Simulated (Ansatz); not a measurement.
input.yaml

```yaml
crystal:
  lattice:
    - [0.0, 3.9640084343, 3.9640084343]
    - [3.9640084343, 0.0, 3.9640084343]
    - [3.9640084343, 3.9640084343, 0.0]
  atoms:
    - { symbol: Sn, position: [0.0, 0.0, 0.0] }
    - { symbol: Sn, position: [0.25, 0.25, 0.25] }
    - { symbol: Sn, position: [0.75, 0.75, 0.75] }
    - { symbol: Bi, position: [0.5, 0.5, 0.5] }
basis:
  ecutwfc: 500
kpoints:
  mp_grid: { grid: [10, 10, 10] }
hamiltonian:
  xc: r2scan
scf:
  occupations: { method: gaussian, width: 0.1 }
output:
  forces: true
  stress: true
  eigenvalues: true
```

Command:
```bash
ansatz run input.yaml --threads 1 --pin off --max-ram 2560MiB --backend cpu --events-out ev --progress --plain --runs-dir out
```

Level of theory: Ansatz, DFT r2SCAN, scalar-relativistic, plane waves, PAW.

Part of what the program printed, abridged (final results; tables in files aren't shown):

```
SCF 1 converged in 7 iterations: F = -30525.827002 eV  dr2 = 8.12e-9
SCF converged after 7 iterations
Free energy (F): -30525.827002 eV
Harris-Foulkes:  -30525.827002 eV  (|F-HF|=1.76e-9)
Internal energy: -30525.818584 eV  (E = F + TS)
E sigma→0 (E₀):  -30525.822793 eV
Entropy (-TS):   -0.008418 eV (-2.104 meV/atom)
Fermi energy:    9.586498 eV
--- Per-component energies (eV) ---
  E_band       = -440.252772
  E_kinetic    = 852.778395
  E_local      = -4155.816894  (includes V_loc(G=0)·N_el)
  E_nonlocal   = 461.225289
  E_hartree    = 2107.643280
  E_xc         = -1263.214539
  E_vxc        = -467.559410  (∫ρ·V_xc dr)
  E_paw        = -23160.084885  (= ΣΔE_a)
  E_vpaw       = -1377.242295  (= ΣTr[D̂ρ^β])
  E_aug_tail   = -0.000257  (compensation charges beyond the density's cutoff)
  E_vtau       = 31.075158  (kinetic-family band-sum trace: ∫τ·v_τ [+ j·A + Jᵃ·Aᵃ] dr)
  E_ewald      = -5371.430478
  E_core_change = 3.081507  (= ΣΔE_core)
  E_smearing   = -0.008418  (= −TS)
--- Forces (eV/Å), atoms counted from 1 ---
  atom   1  Sn     0.00000000     0.00000000     0.00000000
  atom   2  Sn     0.00000000     0.00000000     0.00000000
  atom   3  Sn     0.00000000     0.00000000     0.00000000
  atom   4  Bi     0.00000000     0.00000000     0.00000000
--- Stress (GPa, compression-positive) ---
       -3.978789       0.000000       0.000000
        0.000000      -3.978789       0.000000
        0.000000       0.000000      -3.978789
  P = ⅓ Tr σ = -3.9788 GPa (-39.788 kbar)
--- Band table (eV; the first three rows and the last of 47) ---
  k-point 0: bands = ["-14.0773", "-14.0773", "-14.0773", "-14.0679", "-14.0679", "-12.6917", "-12.6917", "-12.6825", "-12.6825", "-12.6825", "-12.6734", "-12.6734", "-12.6734", "-12.6321", "-12.6321", "-12.5800", "-12.5800", "-12.5687", "-12.5687", "-12.5687", "-2.6374", "1.6713", "4.0124", "5.8449", "7.6819", "7.6819", "7.6819", "8.3186", "8.3186", "8.3186", "8.8833", "8.8833", "8.8833", "13.7906", "13.7906"]
  k-point 1: bands = ["-14.0773", "-14.0773", "-14.0772", "-14.0678", "-14.0678", "-12.6902", "-12.6902", "-12.6881", "-12.6856", "-12.6856", "-12.6704", "-12.6704", "-12.6657", "-12.6333", "-12.6333", "-12.5806", "-12.5806", "-12.5709", "-12.5681", "-12.5681", "-2.5820", "1.6094", "3.8925", "5.5816", "7.1870", "7.4528", "7.4528", "8.5138", "8.5138", "8.9198", "8.9198", "9.0466", "9.5740", "14.0740", "14.0740"]
  k-point 2: bands = ["-14.0774", "-14.0774", "-14.0771", "-14.0675", "-14.0675", "-12.6916", "-12.6913", "-12.6913", "-12.6853", "-12.6853", "-12.6658", "-12.6658", "-12.6582", "-12.6368", "-12.6368", "-12.5823", "-12.5823", "-12.5757", "-12.5664", "-12.5664", "-2.4234", "1.4279", "3.5412", "5.0472", "7.1140", "7.1696", "7.1696", "8.2891", "8.2891", "9.5188", "9.5188", "10.1327", "11.0438", "14.1697", "14.8352"]
  k-point 46: bands = ["-14.0776", "-14.0773", "-14.0770", "-14.0671", "-14.0662", "-12.7010", "-12.6944", "-12.6865", "-12.6782", "-12.6695", "-12.6695", "-12.6640", "-12.6515", "-12.6455", "-12.6403", "-12.5923", "-12.5881", "-12.5779", "-12.5666", "-12.5555", "-1.5968", "1.6518", "1.9779", "2.1124", "6.5982", "6.8724", "7.9087", "8.2548", "11.4347", "11.6966", "12.0341", "12.3217", "12.9717", "13.3023", "13.6362"]
```

The calculation finished and met its thresholds.

The run took 18 s on 1 thread of Intel(R) Xeon(R) Platinum 8488C (Sapphire Rapids) (shared host), peak memory 0.95 GiB.

Spin–orbit coupling is left out, which can shift energies with elements as heavy as these.